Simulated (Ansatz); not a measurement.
Here is an unrelaxed guess for Sr2Ge2As.

```
Sr Ge As
1.0
     4.71217    0.00000    0.00000
    -2.35609    4.08086    0.00000
     0.00000    0.00000    6.25398
Sr Ge As
2 2 1
Cartesian
  0.0000 2.7206 5.0934
  2.3561 1.3603 1.1606
  0.0000 0.0000 1.0729
  0.0000 0.0000 5.1811
  0.0000 0.0000 3.1270
```

Method: DFT PBE, scalar-relativistic, plane waves, PAW in Ansatz 0.2.0. Settings: cutoff 420 eV, Γ-centred mesh 6×6×4 on the computed 5-atom cell, Gaussian smearing of 0.10 eV; no spin polarisation.

Energies over the elements count from the elements' standard structures at the same level, with no fitted energy shifts.

Problem. What does a single point on this coarse mesh give?

Solution. The pressure is 31.2 GPa (the mean over three directions, positive in compression), the largest force is 3.47 eV/Å, and the energy is +0.76 eV/atom against the elements. The shortest distance is 2.05 Å.

Problem. How much does it gain on relaxing, and where does it end?

Solution. Relaxing gains about 1.1 eV/atom (the start's value is from the coarse mesh, so the gain is rough) in 18 ionic steps and ends at −0.34 eV/atom on the finer mesh. The symmetry stays P-3m1 (No. 164). The volume per atom grows by 44.0 %, from 24.1 to 34.6 Å³. The shortest distance goes from 2.05 Å (Ge–As) to 2.31 Å (Ge–Ge). The ratio c/a of the conventional cell changes by a factor of 1.17. Conventional cell: a = 5.056 Å, c = 7.825 Å. Around Sr lie 3 Ge at 3.14 Å and 3 As at 3.33 Å; Ge is surrounded by 1 Ge at 2.31 Å, 1 As at 2.76 Å and 3 Sr at 3.14 Å; As is surrounded by 2 Ge at 2.76 Å and 6 Sr at 3.33 Å.

The last run used a 12×12×6 mesh (in the run's order of axes) for its 5-atom cell and Gaussian smearing of 0.10 eV. The cell is a metal run without spin; a magnetic state may lie lower. The reference form of As is held partly by dispersion forces, which this level lacks. The relaxation can't lower the symmetry of the start. A structure relaxed within its symmetry needn't be a true minimum. Another cell of Sr2Ge2As relaxed alike, in P-3m1, lies 0.30 eV/atom lower, so this cell isn't the stable form at this level.
